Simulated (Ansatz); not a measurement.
The relaxed structure here is a generated cell of Cu: the first start was made by placing the elements on the sites of a structure type, and the end was not matched to a known phase here, so it may be hypothetical. Known forms of Cu include space group No. 225.

The end point of a relaxation of Cu. Level of theory: r2SCAN (plane waves to 500 eV, PAW, scalar-relativistic; Ansatz, an electronic-structure program).

```
CELL_PARAMETERS angstrom
      4.06505     0.00000     0.00000
     -2.03252     3.52043     0.00000
      0.00000     0.00000     2.44062
ATOMIC_POSITIONS crystal
  Cu 0.00000 0.00000 0.00000
  Cu 0.33333 0.66667 0.50000
  Cu 0.66667 0.33333 0.50000
```

Problem. Find the space group and the Wyckoff positions (tolerance 0.01 Å).

Solution. Space group P6/mmm (No. 191); a = b = 4.065 Å, c = 2.441 Å, α = β = 90.00°, γ = 120.00°

```csv
atom,site,symmetry,x,y,z
Cu,1a,6/mmm,0.0000,0.0000,0.0000
Cu,2d,-6m2,0.3333,0.6667,0.5000
```

Problem. Give the shortest distances between elements (the closest pairs, up to four, under 3.6 Å).

Solution. Cu–Cu 2.35 Å.

Volume per atom: 11.64 Å³
Band gap: no gap (metallic)

No spin polarisation in the result.

The run could not lose the symmetry of its start, so the end can be a saddle point.

All atoms sit on sites fixed by symmetry, so only the cell could relax.
